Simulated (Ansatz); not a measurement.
TePt:
```cif
data_PtTe
_chemical_formula_sum 'Pt1 Te1'
_space_group_name_H-M_alt 'Pm-3m'
_space_group_IT_number 221
_space_group_name_Hall '-P 4 2 3'
_cell_length_a 3.42757
_cell_length_b 3.42757
_cell_length_c 3.42757
_cell_angle_alpha 90.000
_cell_angle_beta 90.000
_cell_angle_gamma 90.000
loop_
_atom_site_label
_atom_site_type_symbol
_atom_site_symmetry_multiplicity
_atom_site_Wyckoff_symbol
_atom_site_fract_x
_atom_site_fract_y
_atom_site_fract_z
_atom_site_occupancy
Pt1 Pt 1 a 0.00000 0.00000 0.00000 1
Te1 Te 1 b 0.50000 0.50000 0.50000 1
```

This is the r²SCAN-relaxed structure.

Q: All from r²SCAN (plane waves, PAW; program Ansatz), unless another level is named. Estimate the bulk modulus (Birch–Murnaghan fit).

A: 132 GPa.

Q: Next, the elastic constants (relaxed ions, GPa)?

A: C11 = 137, C12 = 131, C44 = 31.7.

The start of the workflow was typed in or built on a structure type; neither database checked (COD, Materials Project) lists it. COD files the formula under space group No. 166, 194. Whether it is the stable phase at ambient conditions was not checked. The cell was relaxed with r²SCAN under the symmetry of its start; whether a distortion lowers the energy is not shown. The run is not spin-polarised. Its formation energy is positive at this level, so the cell may be metastable or incomplete. As this level gives no gap, shear constants depend on the k-mesh and smearing (Fermi–Dirac, 0.1 eV here). Scalar-relativistic: spin–orbit coupling is off unless named, which matters more the heavier the elements.

Potentials: the later of the program's two PAW sets.
